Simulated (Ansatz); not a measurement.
KSrCl₃ (cubic perovskite), relaxed with r2SCAN, was run in the PAW code Ansatz under altered settings. All numbers are computed, without spin polarisation but where a row says otherwise.

```xyz
5
Lattice="5.6362 0.0000 0.0000 0.0000 5.6362 0.0000 0.0000 0.0000 5.6362" Properties=species:S:1:pos:R:3 pbc="T T T"
K     0.0000    0.0000    0.0000
Sr    2.8181    2.8181    2.8181
Cl    2.8181    2.8181    0.0000
Cl    2.8181    0.0000    2.8181
Cl    0.0000    2.8181    2.8181
```

The base run's other keys:
```yaml
kpoints:
  mp_grid: { grid: [2, 2, 2] }
hamiltonian:
  xc: hse06
scf:
  occupations: { method: fixed }
  n_extra_bands: 5
```

It takes 10 iterations with 3431 plane waves at 420 eV and 4 k points, and leaves a mean stress of +0.44 GPa. The gap over this mesh is 5.737 eV. It ran on 4 threads of Arm Neoverse N1, with other jobs on the host.

Outcomes, with energy and stress as changes against the base:
```csv
setting,outcome,ΔF (meV/atom),Δ mean stress (GPa),gap on the mesh (eV),iterations,wall time
"PBE hybrid, exx coeff 0.05, omega 0.1 1/Å",converged,–,+0.2,4.794,9,11 s
"PBE hybrid, exx coeff 0.15, omega 0.3 1/Å",converged,–,+0.1,5.083,8,12 s
scf.n_extra_bands: 1,converged,0.0,0.0,5.737,10,11 s
```
A dash marks a value that wasn't obtained or can't be compared. Stress is positive in compression. The base took 12 s. The base's mesh is coarse for a hybrid, so its own values aren't converged.

- PBE hybrid, exx coeff 0.05, omega 0.1 1/Å. That is 5 % exact exchange, screened with ω = 0.1 1/Å, against HSE06's 25 % screened at 0.208 1/Å. The mean stress moves by +0.2 GPa and the gap on the mesh by -0.943 eV (to 4.794). Totals of different functionals aren't comparable. The program warns that on this mesh the truncation of the exchange isn't bounded, so part of the change can be an error of the mesh.
- PBE hybrid, exx coeff 0.15, omega 0.3 1/Å. That is 15 % exact exchange, screened with ω = 0.3 1/Å, against HSE06's 25 % screened at 0.208 1/Å. The mean stress moves by +0.1 GPa and the gap on the mesh by -0.653 eV (to 5.083). Totals of different functionals aren't comparable.

Within 1 meV an atom, 0.1 GPa and 0.005 eV of the base stay: scf.n_extra_bands: 1.

The stress of a hybrid is loosely converged in these runs.

The meshes of the hybrids are coarse, so their gaps aren't converged to the digits shown.
